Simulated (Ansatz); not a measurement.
**KMgH₃N₂, one structure, two calculations**

Cell: a structure deposited in the COD, its atoms then relaxed with PBE in this cell.

```cif
data_KMgH3N2
_symmetry_space_group_name_H-M 'Pnma'
_symmetry_Int_Tables_number 62
_cell_length_a 9.3497
_cell_length_b 3.6631
_cell_length_c 9.8901
_cell_angle_alpha 90.000
_cell_angle_beta 90.000
_cell_angle_gamma 90.000
loop_
_atom_site_label
_atom_site_type_symbol
_atom_site_symmetry_multiplicity
_atom_site_Wyckoff_symbol
_atom_site_fract_x
_atom_site_fract_y
_atom_site_fract_z
K K 4 c 0.2263 0.7500 0.1624
Mg Mg 4 c 0.0353 0.2500 0.3951
H9 H 4 c 0.2347 0.7500 0.4530
H13 H 8 d 0.4425 0.0322 0.3609
N21 N 4 c 0.1248 0.7500 0.4548
N25 N 4 c 0.4847 0.2500 0.3095
```

One atom of each set is listed.

First run. The numbers come from a DFT calculation in Ansatz (PBE, plane waves and PAW, scalar-relativistic, 420 eV cutoff, Γ-centred 3×8×3 k-points, Fermi–Dirac smearing 0.02 eV).

```csv
site,V_zz (10²¹ V/m²),η
K,-1.90,0.98
Mg,1.28,0.39
H9,3.83,0.01
H13,3.77,0.12
N21,5.81,0.00
N25,-7.15,0.79
```

Second run. The same atoms and settings, except that the functional is r2SCAN and the cutoff is 500 eV.

Task: Given the first result, estimate the second.

Result: 

```csv
site,V_zz,η,change of V_zz
K,-2.01,0.95,-0.11
Mg,1.29,0.44,+0.01
H9,3.82,0.01,-0.01
H13,3.74,0.13,-0.03
N21,6.16,0.02,+0.35
N25,-7.47,0.78,-0.32
```

The largest change of V_zz is on N21, from 5.81 to 6.16. In per cent, |V_zz| changes by +6 on K, +1 on Mg, -1 to 0 on H, +4 to +6 on N (all sites that start above 0.5).

For the second run: The largest force is 0.3 eV/Å, so the atoms aren't at the calculated equilibrium and relaxing them would move these values.
